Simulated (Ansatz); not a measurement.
MgCdTe2 in space group R3m (No. 160; Mg on 3a, Cd on 3a, Te on 3a, Te on 3a), plane-wave PAW PBEsol (Ansatz code). The conduction-band minimum lies at Γ, with 1 equivalent valley. Second derivatives d²E/dk² of the lowest band at one valley (eV·Å²), along Cartesian directions:

```csv
direction,d²E/dk²
[100],77.28
[010],77.28
[001],60.17
[110],77.28
[101],68.79
[011],68.75
```

**Question.** Find the principal effective masses, the density-of-states mass and the conductivity mass.

**Answer.** Off-diagonal terms follow from H_xy = H[110] − (H_xx + H_yy)/2, and m*/mₑ = 7.620 eV·Å² over each eigenvalue: 0.099, 0.099, 0.13. One valley's DOS mass (m₁m₂m₃)^(1/3) = 0.11, conductivity mass 3/(Σ 1/mᵢ) = 0.11 mₑ.

**Question.** What effective density of states Nc follows at 300 K for parabolic valleys?

**Answer.** Nc = 2.509e19 × 1 × (0.11)^(3/2) ≈ 9.2e17 cm⁻³.

The workflow started from a Materials Project entry (that database holds measured and hypothetical structures alike); the Crystallography Open Database copy checked does not list it. With Mg and Cd taken as one species the cell has the higher symmetry F-43m, so it may be an ordered model of a mixed-site phase. Its standing as an ambient phase is unchecked. Symmetry was held in the PBEsol relaxation; its stability against distortions is not shown here. Spin–orbit coupling is left out wherever it is not named.

Potentials: the later of the program's two PAW sets.

Edges and masses are those of Kohn–Sham bands, whose gap is no quasiparticle gap.
